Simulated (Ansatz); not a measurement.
**Elastic constants of WC at 18 GPa (stress–strain coefficients): input and output**

The calculation used DFT LDA, scalar-relativistic, plane waves, PAW in Ansatz.

Launched with:
```bash
ansatz run input.yaml --threads 1 --pin off --max-ram 3072MiB --backend cpu --events-out ev --progress --plain --runs-dir out
```

Input (bare energies are in eV):
```yaml
crystal:
  lattice:
    - [2.8436880656, 0.0, 0.0]
    - [-1.4218440328, 2.4627061053, 0.0]
    - [0.0, 0.0, 2.7810501735]
  atoms:
    - { symbol: W, position: [0.0, 0.0, 0.0] }
    - { symbol: C, position: [0.6666666667, 0.3333333333, 0.5] }
basis:
  ecutwfc: 420
kpoints:
  mp_grid: { grid: [18, 18, 14] }
hamiltonian:
  xc: lda
scf:
  occupations: { method: fermi_dirac, width: 0.15 }
output:
  forces: true
  stress: true
  eigenvalues: true
elastic:
  mode: relaxed_ion
  amplitude: 0.005
```

From the output:
```
--- Elastic constants: 3 strain directions × 4 members + reference (group order 12) ---
  dense FFT box of the reference and of every strained cell: 20×20×20
  strains applied: 11, 33, 23; error gains: componentwise 1.00 (the most a stress slope's error grows in a printed constant), spectral 1.41 (1 for all six strains in a standard setting)
  C = ∂σ_k/∂η_j (tension-positive GPa; Voigt order 11 22 33 23 13 12):
       861.558    315.645    248.297      0.000     -0.000     -0.000
       315.645    861.558    248.297     -0.000      0.000      0.000
       248.326    248.326   1142.681     -0.000      0.000      0.000
         0.000     -0.000     -0.000    368.951      0.000      0.000
        -0.000      0.000     -0.000      0.000    368.951      0.000
        -0.000      0.000      0.000     -0.000     -0.000    272.957
  reference stress σ⁰ (GPa):    -17.999    -17.999    -18.000     -0.000      0.000     -0.000
  C* (energy form; C + prestress term) asymmetry max|C*_kj − C*_jk| = 2.809e-2 GPa — a small one proves nothing (zero by symmetry where the batch's group is 432, −43m or m−3m); a large one is finite-difference/SCF noise where every solve ...
  moduli (Voigt/Reuss/Hill, GPa): K = 498.93/494.81/496.87   G = 339.07/328.99/334.03   E = 818.65   ν = 0.225
  mechanically stable: yes (min eigenvalue of sym C = 272.96 GPa)
  harmonic check of the ions' relaxations: strain 23: 1 pair too noisy to judge
  the stresses are not corrected for the forces that the relaxations left standing (`elastic.f_tol`)
  strain η (Voigt 11):  stress-route row diagonal C_11 = 861.56 GPa, energy-path curvature d²(F+E_count+ΔE)/dδ²/Ω₀ = 861.54 GPa
    cells at ±δ against ±2δ: C11 861.70 and 862.12 GPa, apart by 0.05 % of the column's largest entry
         δ    σ_11 (GPa) F (eV) n_scf n_hpsi n_pw
    -1.000e-2     -26.9128      -10373.2819172       6  129631    399   relax 4 steps, max|allowed force component| 3.59e-5 eV/Å
    -5.000e-3     -22.3811      -10373.2968924       6  129371    405   relax 3 steps, max|allowed force component| 6.99e-7 eV/Å
     5.000e-3     -13.7641      -10373.3187968       6  129272    405   relax 3 steps, max|allowed force component| 1.02e-6 eV/Å
     1.000e-2      -9.6703      -10373.3259138       6  129091    405   relax 3 steps, max|allowed force component| 1.52e-6 eV/Å
  strain η (Voigt 33):  stress-route row diagonal C_33 = 1142.68 GPa, energy-path curvature d²(F+E_count+ΔE)/dδ²/Ω₀ = 1142.66 GPa
    cells at ±δ against ±2δ: C33 1142.82 and 1143.22 GPa, apart by 0.04 % of the column's largest entry
         δ    σ_33 (GPa) F (eV) n_scf n_hpsi n_pw
    -1.000e-2     -29.7853      -10373.2801824       8   71710    405   relax 0 steps, max|allowed force component| 1.39e-16 eV/Å
    -5.000e-3     -23.8017      -10373.2964676       4   56191    405   relax 0 steps, max|allowed force component| 1.30e-16 eV/Å
     5.000e-3     -12.3736      -10373.3183860       3   55154    405   relax 0 steps, max|allowed force component| 1.57e-16 eV/Å
     1.000e-2      -6.9209      -10373.3242262       6   61470    405   relax 0 steps, max|allowed force component| 1.99e-16 eV/Å
  strain η (Voigt 23):  stress-route row diagonal C_44 = 368.95 GPa, energy-path curvature d²(F+E_count+ΔE)/dδ²/Ω₀ = 377.95 GPa
    cells at ±δ against ±2δ: C44 368.90 and 368.73 GPa, apart by 0.05 % of the column's largest entry
         δ    σ_23 (GPa) F (eV) n_scf n_hpsi n_pw
    -1.000e-2      -3.6873      -10373.3068520       6  214630    405   relax 3 steps, max|allowed force component| 1.82e-5 eV/Å
    -5.000e-3      -1.8445      -10373.3085817       6  214804    405   relax 2 steps, max|allowed force component| 2.72e-5 eV/Å
     5.000e-3       1.8445      -10373.3085817       6  214779    405   relax 3 steps, max|allowed force component| 2.48e-6 eV/Å
     1.000e-2       3.6873      -10373.3068520       6  214661    405   relax 3 steps, max|allowed force component| 1.82e-5 eV/Å
```

Time: 4.3 min on 1 thread of AMD EPYC 9R45 96-Core Processor (Zen 5), on a shared host, peak memory 0.77 GiB.

In a metal, frequencies and elastic constants depend on the k mesh and the smearing, soft modes and shear constants most. Spin–orbit coupling is left out, which can shift energies with elements as heavy as these.